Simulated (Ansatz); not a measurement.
AlN:
```
CELL_PARAMETERS angstrom
      0.00000     2.01881     2.01881
      2.01881     0.00000     2.01881
      2.01881     2.01881     0.00000
ATOMIC_POSITIONS crystal
  Al 0.00000 0.00000 0.00000
  N  0.50000 0.50000 0.50000
```

Relaxed with r²SCAN.

Problem. Map the electron localisation function on the plane through (0.000, 0.000, 0.000) spanned by u = [1, 0, 0] and v = [0, 1, -1] in lattice vectors, from r²SCAN (plane waves, PAW; program Ansatz).

Solution. x is the fraction of u, y of v (the angle between them is 90°; rows are the nearest grid lines); atoms in the plane: Al at (0.00, 0.00), N at (0.50, 0.50).
```
|00000111111100000|
|00001233333210000|
|00025666666652000|
|00268888888886200|
|01589999999998510|
|12689999999998621|
|13689997679998631|
|13689973137998631|
|13689961016998631|
|13689973137998631|
|13689997679998631|
|12689999999998621|
|01589999999998510|
|00268888888886200|
|00025666666652000|
|00001233333210000|
|00000111111100000|
```
Scale: ten equal steps from 0.005 (start of '0') to 0.850 (end of '9'), in the order '0123456789'; x runs from 0.000 to 1.00, y from 0.000 (bottom) to 1.00 (top).

The density is the valence pseudo-density with augmentation charge, so density and ELF within about 1 Å of a nucleus are not all-electron values.

Space group Fm-3m (rock salt). This is a known high-pressure phase of the composition, computed here at zero pressure and temperature. The r²SCAN relaxation kept the symmetry of its start; whether a distortion lowers the energy is not shown. The volume moved by -17 % from the start of the relaxation.

Potentials: the later of the program's two PAW sets.
